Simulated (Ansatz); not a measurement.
Relaxation path: Tl (omega type)

DFT, PBEsol, PAW with Ansatz's default frozen-core files, scalar-relativistic (Ansatz 0.2.0); a Γ-centred 8×8×11 k mesh, Fermi–Dirac smearing of 0.08 eV, no spin polarisation. The run relaxes cell and atoms at a target pressure of 67 GPa.

Command: `ansatz run input.yaml --threads 1 --pin off --max-ram 3584MiB --backend cpu --events-out ev --progress --plain --runs-dir out` It took 28 s on 1 thread of Arm Neoverse V1, with other jobs on the host, peak memory 0.34 GiB.

PAW: frozen-core files, cutoff 420 eV; forces are relaxed below 0.005 eV/Å.

Each step lists its enthalpy F + pV a cell above the last geometry, the pressure, the cell vectors (Å), and Cartesian positions (Å) with forces (eV/Å).

The first step:

```
step 1  dH = 40.72 meV  P = 68.5 GPa
  cell 4.6144 0.0000 0.0000  -2.3072 3.9962 0.0000  0.0000 0.0000 2.8609
  Tl 0.0000 0.0000 0.0000   0.0000 0.0000 0.0000
  Tl 0.0000 2.6641 1.4305   0.0000 0.0000 0.0000
  Tl 2.3072 1.3321 1.4305   0.0000 0.0000 0.0000
```

Spin–orbit coupling is left out, which matters for the heavy atoms. The PAW files were made under PBE.

The symmetry of the start is kept and no stability test is made, so the end need not be the stable phase.

Problem. Where does the relaxation end, and by which steps?

Solution. After 5 geometries, with conventional a, b, c = 4.688, 4.688, 2.785 Å, at 17.670 Å³/atom (+0.48 % against the start) in space group P6/mmm, with a shortest distance of 2.707 Å. The further steps:
```
step 2  dH = 13.79 meV  P = 63.5 GPa
  cell 4.7320 0.0000 0.0000  -2.3660 4.0980 0.0000  0.0000 0.0000 2.7659
  Tl 0.0000 0.0000 0.0000   0.0000 0.0000 0.0000
  Tl 0.0000 2.7320 1.3829   0.0000 0.0000 0.0000
  Tl 2.3660 1.3660 1.3829   0.0000 0.0000 0.0000
step 3  dH = 1.26 meV  P = 68.7 GPa
  cell 4.6820 0.0000 0.0000  -2.3410 4.0547 0.0000  0.0000 0.0000 2.7780
  Tl 0.0000 0.0000 0.0000   0.0000 0.0000 0.0000
  Tl 0.0000 2.7031 1.3890   0.0000 0.0000 0.0000
  Tl 2.3410 1.3516 1.3890   0.0000 0.0000 0.0000
step 4  dH = 0.39 meV  P = 66.5 GPa
  cell 4.6857 0.0000 0.0000  -2.3428 4.0579 0.0000  0.0000 0.0000 2.7918
  Tl 0.0000 0.0000 0.0000   0.0000 0.0000 0.0000
  Tl 0.0000 2.7053 1.3959   0.0000 0.0000 0.0000
  Tl 2.3428 1.3526 1.3959   0.0000 0.0000 0.0000
step 5  dH = 0.00 meV  P = 67.0 GPa
  cell 4.6881 0.0000 0.0000  -2.3441 4.0600 0.0000  0.0000 0.0000 2.7850
  Tl 0.0000 0.0000 0.0000   0.0000 0.0000 0.0000
  Tl 0.0000 2.7067 1.3925   0.0000 0.0000 0.0000
  Tl 2.3441 1.3533 1.3925   0.0000 0.0000 0.0000
step 6  dH = -0.29 meV  P = 67.0 GPa  (same geometry on a basis chosen anew; earlier energies don't compare to the last digit)
  cell 4.6881 0.0000 0.0000  -2.3441 4.0600 0.0000  0.0000 0.0000 2.7850
  Tl 0.0000 0.0000 0.0000   0.0000 0.0000 0.0000
  Tl 0.0000 2.7067 1.3925   0.0000 0.0000 0.0000
  Tl 2.3441 1.3533 1.3925   0.0000 0.0000 0.0000
```
